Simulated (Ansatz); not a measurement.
Data:

AlRu (CsCl type, Pm-3m), a = 3.0040 Å, b = 3.0040 Å, c = 3.0040 Å, α = 90.00°, β = 90.00°, γ = 90.00°.

This is the PBE-relaxed structure.

### Question
All from PBE in the plane-wave PAW code Ansatz, unless another level is named. Predict the density of states at the Fermi level.

### Answer
0.83 states/eV per atom (mean over ±0.08 eV).

### Question
Give the formation energy from the elements (no fitted shifts).

### Answer
-0.64 eV/atom.

### Question
Give the gap with spin–orbit coupling.

### Answer
none (metallic).

The cell was relaxed with PBE under the symmetry of its start; phonons on a q-mesh show no instability. No spin polarisation was allowed. The references are the lowest solids computed at this level, not always the standard phases. Scalar-relativistic: spin–orbit coupling is off unless named, which matters more the heavier the elements.

Potentials: the later of the program's two PAW sets.
